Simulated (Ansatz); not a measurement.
**NaHF₂: consecutive steps of a trajectory**

All numbers below come from DFT PBEsol, scalar-relativistic, plane waves, PAW in Ansatz 0.2.0. The runs took a 420 eV cutoff, a Γ-centred 3×3×3 mesh and Fermi–Dirac smearing (0.02 eV). The mesh is coarse. No spin polarisation.

16 atoms, starting at 1.00 times the perfect crystal's volume (space group R-3m, the cell as given, not relaxed at this level); Langevin thermostat at 200 K (friction 0.02 fs⁻¹), fixed cell; 30 steps of 2 fs. The run is short and not equilibrated. The time step is too long for these atoms, so the motion is inaccurate.

Positions in Å, velocities in 0.01 Å/fs, forces in eV/Å; dE is the potential energy from the first frame shown.

```xyz
16
Lattice="-3.4569 1.9958 -4.6389 3.4569 1.9958 -4.6389 0.0000 -3.9917 -4.6389" Properties=species:S:1:pos:R:3:v100:R:3:forces:R:3 pbc="T T T" time_fs=20.00 dE_eV=0.0000 T_K=311
Na   -1.7664   -1.0509   -4.6859   -0.1294   -0.2748   -0.2532    0.2103    0.1935   -0.0087
Na    1.6726   -1.0421   -4.5833   -0.3376    0.1179    0.1214   -0.0149    0.0528   -0.1241
Na    0.0625    1.9550   -4.6168    0.1812   -0.1879    0.1487   -0.3202    0.0267   -0.2939
Na    0.0726    0.0636   -0.0139    0.2496   -0.1114    0.0528   -0.0582   -0.0841    0.0121
H     1.8414    0.9923   -2.4076   -0.7826   -0.5892   -1.7282   -0.2953    0.1286    0.7254
H    -1.6548    0.9493   -2.3572   -0.2691    1.3756   -0.3187   -0.4463    0.1869   -0.2106
H    -0.0870   -1.9334   -2.2148   -1.5723    1.3918   -2.8926    0.2257   -0.3140   -1.1678
H     0.0355   -0.0815   -7.0551    1.2004   -0.9324    0.3131   -0.2447    0.2781    1.3695
F     1.7052    1.0771   -3.4723   -0.2210    0.2560    0.4664    0.3013   -0.1977   -0.9190
F    -1.7537    0.9544   -3.4576    0.0005   -0.2479    0.4189    0.2985   -0.1387   -1.6088
F     0.0029   -2.0421   -3.3594    0.1590   -0.4159    1.1128   -0.1417    0.2197   -1.7749
F     0.0595    0.0094   -8.0829    0.2213    0.2419    0.2990    0.0446   -0.1416   -2.0609
F    -1.6516   -1.0284  -10.5060    0.3543   -0.1967   -0.7704    0.1139    0.0046    0.4501
F     1.6768   -0.9453  -10.5601   -0.1734   -0.0802   -0.8203    0.3031   -0.1771    1.9036
F    -0.0194    1.9854  -10.4724   -0.2145   -0.3539   -0.3887   -0.2155    0.1931    2.7881
F    -0.0963   -0.0114   -5.8765   -0.0776   -0.0914   -0.9138    0.2396   -0.2308    0.9199
16
Lattice="-3.4569 1.9958 -4.6389 3.4569 1.9958 -4.6389 0.0000 -3.9917 -4.6389" Properties=species:S:1:pos:R:3:v100:R:3:forces:R:3 pbc="T T T" time_fs=22.00 dE_eV=0.1134 T_K=206
Na   -1.7687   -1.0558   -4.6901   -0.1144   -0.2122   -0.1689    0.0517    0.2378   -0.0568
Na    1.6669   -1.0388   -4.5807   -0.2250    0.2041    0.1398    0.1610    0.0427   -0.1798
Na    0.0658    1.9524   -4.6139    0.1533   -0.0698    0.1363   -0.3626    0.1139   -0.3293
Na    0.0766    0.0609   -0.0142    0.1519   -0.1683   -0.0781   -0.0385   -0.1945   -0.0694
H     1.8169    0.9851   -2.4306   -1.4944   -0.1494   -0.1232   -0.1154    0.1147    1.1988
H    -1.6719    0.9804   -2.3637   -1.3463    1.6023   -0.3018   -0.3553    0.0483   -0.1740
H    -0.1063   -1.9118   -2.2902   -0.3070    0.6842   -2.9968    0.2753   -0.3983    0.5605
H     0.0549   -0.0971   -7.0230    0.7006   -0.5318    2.2715   -0.2955    0.3762    0.7247
F     1.7010    1.0823   -3.4649   -0.2013    0.2691    0.2380    0.1739   -0.1553   -1.6247
F    -1.7533    0.9502   -3.4517    0.0368   -0.1723    0.1527    0.2912   -0.0858   -2.0214
F     0.0066   -2.0504   -3.3409    0.2122   -0.4167    0.6892   -0.1048    0.2045   -2.7676
F     0.0639    0.0150   -8.0793    0.2209    0.3113    0.0752    0.0791   -0.2274   -1.8153
F    -1.6448   -1.0331  -10.5217    0.3158   -0.2780   -0.7784    0.0185   -0.0181    0.7640
F     1.6736   -0.9480  -10.5717   -0.1496   -0.1823   -0.3216    0.2853   -0.0925    2.3136
F    -0.0259    1.9786  -10.4768   -0.4341   -0.3119   -0.0812   -0.3102    0.3231    2.1417
F    -0.0991   -0.0119   -5.8926   -0.2077    0.0382   -0.6661    0.2464   -0.2894    1.3348
16
Lattice="-3.4569 1.9958 -4.6389 3.4569 1.9958 -4.6389 0.0000 -3.9917 -4.6389" Properties=species:S:1:pos:R:3:v100:R:3:forces:R:3 pbc="T T T" time_fs=24.00 dE_eV=0.2347 T_K=181
Na   -1.7710   -1.0587   -4.6928   -0.1186   -0.0729   -0.0982   -0.1056    0.2266   -0.0326
Na    1.6623   -1.0357   -4.5783   -0.2246    0.1116    0.1054    0.3324    0.0664   -0.1521
Na    0.0682    1.9522   -4.6109    0.0823    0.0516    0.1612   -0.3354    0.2113   -0.2880
Na    0.0781    0.0587   -0.0150   -0.0019   -0.0535   -0.0034   -0.0868   -0.2914   -0.0901
H     1.7881    0.9785   -2.4084   -1.2853   -0.4775    1.9941   -0.0072    0.1514    0.8295
H    -1.6995    1.0171   -2.3703   -1.3233    1.9368   -0.2621   -0.2597   -0.0833   -0.0728
H    -0.1038   -1.9038   -2.3363    0.4390    0.2016   -0.4449    0.1517   -0.3126    1.7842
H     0.0659   -0.1054   -6.9607    0.4226   -0.2377    2.8270   -0.2679    0.4382   -0.4638
F     1.6969    1.0885   -3.4614   -0.2117    0.3463    0.1091    0.1129   -0.1754   -1.6497
F    -1.7526    0.9465   -3.4495    0.0290   -0.1902    0.0579    0.2721   -0.0158   -2.2351
F     0.0119   -2.0582   -3.3295    0.3281   -0.3684    0.3905    0.0324    0.0915   -3.8259
F     0.0672    0.0231   -8.0794    0.1018    0.4936   -0.0666    0.0914   -0.3227   -1.3857
F    -1.6387   -1.0380  -10.5385    0.2917   -0.2049   -0.8891   -0.0638   -0.0530    1.1478
F     1.6712   -0.9510  -10.5746   -0.0892   -0.1177    0.0328    0.2701   -0.0151    2.4074
F    -0.0352    1.9739  -10.4767   -0.4981   -0.1604    0.0855   -0.3085    0.3813    1.9964
F    -0.1045   -0.0111   -5.9056   -0.3352    0.0460   -0.6013    0.1718   -0.2972    2.0305
16
Lattice="-3.4569 1.9958 -4.6389 3.4569 1.9958 -4.6389 0.0000 -3.9917 -4.6389" Properties=species:S:1:pos:R:3:v100:R:3:forces:R:3 pbc="T T T" time_fs=26.00 dE_eV=0.2930 T_K=146
Na   -1.7722   -1.0604   -4.6946    0.0003   -0.1064   -0.0850   -0.1586    0.1706    0.0417
Na    1.6590   -1.0349   -4.5758   -0.1068   -0.0336    0.1489    0.3940    0.1136   -0.0545
Na    0.0677    1.9518   -4.6087   -0.1214   -0.0900    0.0670   -0.2523    0.2607   -0.2097
Na    0.0771    0.0569   -0.0163   -0.1020   -0.1304   -0.1234   -0.1841   -0.3130   -0.0294
H     1.7618    0.9690   -2.3525   -1.2794   -0.3934    2.5526    0.0551    0.2334   -0.2631
H    -1.7308    1.0480   -2.3775   -1.7258    1.0507   -0.3101   -0.1725   -0.1912    0.0761
H    -0.0937   -1.9033   -2.3201    0.5493   -0.1909    1.7703    0.1306   -0.3537    1.4676
H     0.0709   -0.1068   -6.9109    0.1920    0.0553    1.0831   -0.1426    0.3938   -1.5783
F     1.6921    1.0955   -3.4619   -0.2651    0.3546   -0.1437    0.0745   -0.2428   -1.3331
F    -1.7518    0.9438   -3.4505    0.0485   -0.0762   -0.1619    0.2355    0.0519   -2.2699
F     0.0190   -2.0653   -3.3250    0.3823   -0.3377    0.0770    0.0520    0.1310   -3.6416
F     0.0687    0.0330   -8.0818    0.0537    0.4986   -0.1634    0.0794   -0.3553   -1.2594
F    -1.6317   -1.0429  -10.5545    0.4085   -0.2934   -0.6729   -0.0944   -0.1038    1.8384
F     1.6682   -0.9539  -10.5721   -0.2169   -0.1687    0.2144    0.2461    0.0466    2.2371
F    -0.0441    1.9710  -10.4738   -0.3904   -0.1240    0.2025   -0.2753    0.3979    2.0490
F    -0.1114   -0.0108   -5.9144   -0.3638   -0.0097   -0.2326    0.0125   -0.2397    2.9289
16
Lattice="-3.4569 1.9958 -4.6389 3.4569 1.9958 -4.6389 0.0000 -3.9917 -4.6389" Properties=species:S:1:pos:R:3:v100:R:3:forces:R:3 pbc="T T T" time_fs=28.00 dE_eV=0.2503 T_K=150
Na   -1.7739   -1.0621   -4.6960   -0.1738   -0.0598   -0.0543   -0.0639    0.1318    0.0922
Na    1.6579   -1.0366   -4.5716   -0.0016   -0.1314    0.2656    0.3074    0.1545    0.0197
Na    0.0660    1.9506   -4.6079   -0.0538   -0.0309    0.0164   -0.1913    0.2257   -0.1745
Na    0.0759    0.0546   -0.0185   -0.0254   -0.0944   -0.0992   -0.2602   -0.2562    0.0483
H     1.7407    0.9641   -2.3076   -0.8241   -0.0526    0.9107    0.0684    0.2753   -1.3273
H    -1.7649    1.0648   -2.3826   -1.5889    0.5632   -0.1049   -0.0717   -0.2640    0.1759
H    -0.0861   -1.9159   -2.2618    0.2541   -1.1383    2.8310    0.1744   -0.4225    0.1907
H     0.0718   -0.0953   -6.9200   -0.1263    1.0884   -1.8740   -0.1688    0.3873   -1.4537
F     1.6876    1.1027   -3.4665   -0.1892    0.3575   -0.3114    0.0474   -0.2798   -1.1692
F    -1.7504    0.9427   -3.4551    0.0903   -0.0353   -0.2921    0.1717    0.1038   -2.1096
F     0.0253   -2.0722   -3.3257    0.2504   -0.3536   -0.1106    0.0038    0.2392   -2.7620
F     0.0695    0.0428   -8.0862    0.0267    0.4781   -0.2810    0.0636   -0.3385   -1.2682
F    -1.6231   -1.0493  -10.5654    0.4592   -0.3463   -0.3731   -0.0531   -0.1363    2.6722
F     1.6648   -0.9566  -10.5659   -0.1260   -0.0948    0.3835    0.1923    0.0809    1.9332
F    -0.0521    1.9690  -10.4676   -0.4062   -0.0761    0.4328   -0.2426    0.3507    2.3332
F    -0.1179   -0.0120   -5.9185   -0.2834   -0.1117   -0.1829    0.0227   -0.2519    2.7990
16
Lattice="-3.4569 1.9958 -4.6389 3.4569 1.9958 -4.6389 0.0000 -3.9917 -4.6389" Properties=species:S:1:pos:R:3:v100:R:3:forces:R:3 pbc="T T T" time_fs=30.00 dE_eV=0.1249 T_K=203
Na   -1.7766   -1.0623   -4.6967   -0.0834    0.0339   -0.0129    0.1162    0.1457    0.0824
Na    1.6593   -1.0394   -4.5662    0.1306   -0.1507    0.2758    0.1394    0.1630    0.0010
Na    0.0653    1.9494   -4.6074   -0.0124   -0.0896    0.0277   -0.2122    0.1409   -0.2203
Na    0.0741    0.0528   -0.0215   -0.1532   -0.0800   -0.1975   -0.2573   -0.1703    0.0758
H     1.7255    0.9692   -2.3095   -0.6541    0.5613   -1.1151    0.1124    0.2721   -1.3524
H    -1.7889    1.0689   -2.3823   -0.7277   -0.1944    0.1238    0.0136   -0.3038    0.1641
H    -0.0751   -1.9450   -2.2035    0.8302   -1.7008    1.8461    0.1621   -0.3481   -1.0146
H     0.0608   -0.0603   -6.9844   -1.0814    2.3467   -3.4218   -0.2797    0.3197   -0.2578
F     1.6838    1.1093   -3.4732   -0.1948    0.3030   -0.3568    0.0504   -0.2858   -1.0863
F    -1.7481    0.9419   -3.4615    0.1347   -0.0353   -0.3364    0.1018    0.1403   -1.7878
F     0.0300   -2.0790   -3.3302    0.2110   -0.3219   -0.3047   -0.0063    0.2471   -2.1002
F     0.0716    0.0521   -8.0934    0.1753    0.4593   -0.4455    0.0321   -0.2588   -1.4483
F    -1.6134   -1.0567  -10.5709    0.5072   -0.3939   -0.1811   -0.0557   -0.1347    2.6398
F     1.6617   -0.9580  -10.5572   -0.1863   -0.0464    0.4702    0.1350    0.0873    1.6199
F    -0.0600    1.9678  -10.4561   -0.3801   -0.0515    0.7379   -0.2100    0.2522    2.8067
F    -0.1228   -0.0143   -5.9190   -0.2049   -0.1212    0.0831    0.1581   -0.2669    1.8776
16
Lattice="-3.4569 1.9958 -4.6389 3.4569 1.9958 -4.6389 0.0000 -3.9917 -4.6389" Properties=species:S:1:pos:R:3:v100:R:3:forces:R:3 pbc="T T T" time_fs=32.00 dE_eV=-0.0207 T_K=242
Na   -1.7786   -1.0617   -4.6974   -0.1099    0.0312   -0.0549    0.2446    0.1962    0.0332
Na    1.6615   -1.0434   -4.5620    0.0815   -0.2467    0.1376    0.0241    0.1352   -0.0975
Na    0.0654    1.9489   -4.6069    0.0155    0.0420    0.0234   -0.3110    0.0918   -0.3105
Na    0.0693    0.0516   -0.0252   -0.3209   -0.0412   -0.1748   -0.1761   -0.1203    0.0271
H     1.7113    0.9844   -2.3584   -0.6280    0.8862   -2.8235    0.2550    0.1952   -0.3585
H    -1.8031    1.0613   -2.3791   -0.6335   -0.5683    0.1431    0.0758   -0.3081    0.1070
H    -0.0625   -1.9828   -2.1845    0.4063   -1.9975   -0.1431    0.1374   -0.2664   -1.2207
H     0.0318   -0.0067   -7.0498   -1.7729    2.8006   -2.0530   -0.2366    0.0993    0.8568
F     1.6795    1.1149   -3.4802   -0.2350    0.2654   -0.3408    0.0579   -0.2624   -1.0998
F    -1.7457    0.9402   -3.4700    0.1052   -0.1401   -0.4850    0.0433    0.1614   -1.3457
F     0.0342   -2.0847   -3.3370    0.2171   -0.2545   -0.3462   -0.0070    0.2023   -1.6476
F     0.0744    0.0608   -8.1034    0.1062    0.4153   -0.5755   -0.0194   -0.1421   -1.8381
F    -1.6046   -1.0649  -10.5720    0.3672   -0.4188    0.0307   -0.1743   -0.0760    1.7725
F     1.6576   -0.9590  -10.5450   -0.2252   -0.0549    0.7316    0.1040    0.0661    1.2669
F    -0.0672    1.9668  -10.4393   -0.3480   -0.0523    0.9343   -0.1991    0.2103    2.5672
F    -0.1269   -0.0157   -5.9159   -0.1963   -0.0198    0.1948    0.1813   -0.1827    1.2876
```

**Question.** What is the next frame? The thermostat's random kicks make it one of many possible.

**Answer.**
```xyz
16
Lattice="-3.4569 1.9958 -4.6389 3.4569 1.9958 -4.6389 0.0000 -3.9917 -4.6389" Properties=species:S:1:pos:R:3:v100:R:3:forces:R:3 pbc="T T T" time_fs=34.00 dE_eV=-0.1413 T_K=284
Na   -1.7799   -1.0605   -4.6981   -0.0185    0.0944   -0.0178    0.2574    0.2544   -0.0115
Na    1.6625   -1.0475   -4.5583    0.0194   -0.1717    0.2359    0.0258    0.0935   -0.2069
Na    0.0667    1.9494   -4.6079    0.1118    0.0022   -0.1282   -0.4421    0.1146   -0.3716
Na    0.0633    0.0498   -0.0297   -0.2785   -0.1331   -0.2824   -0.0648   -0.1361   -0.0641
H     1.6997    1.0080   -2.4204   -0.4313    1.3263   -2.3956    0.3642    0.0405    0.6666
H    -1.8168    1.0414   -2.3705   -0.6651   -1.3770    0.5802    0.1543   -0.2627   -0.0363
H    -0.0565   -2.0324   -2.2081    0.1675   -2.8286   -1.4737    0.1131   -0.1259   -0.4408
H    -0.0068    0.0536   -7.0744   -1.9617    3.0196   -0.1200   -0.1103   -0.1163    1.1501
F     1.6754    1.1196   -3.4885   -0.1755    0.2008   -0.4973    0.0635   -0.1954   -1.3366
F    -1.7427    0.9381   -3.4817    0.1913   -0.0700   -0.6553   -0.0131    0.1618   -0.8146
F     0.0378   -2.0901   -3.3449    0.1358   -0.2848   -0.4235   -0.0300    0.1272   -1.2937
F     0.0769    0.0693   -8.1164    0.1372    0.4392   -0.7180   -0.0897   -0.0807   -1.7154
F    -1.5983   -1.0739  -10.5701    0.2558   -0.4785    0.1217   -0.2772    0.0211    1.1127
F     1.6544   -0.9608  -10.5316   -0.0983   -0.1332    0.5919    0.0866    0.0186    0.9091
F    -0.0738    1.9665  -10.4186   -0.3083    0.0222    1.0786   -0.1848    0.1558    1.4843
F    -0.1300   -0.0146   -5.9117   -0.1168    0.1347    0.2144    0.1473   -0.0705    0.9687
```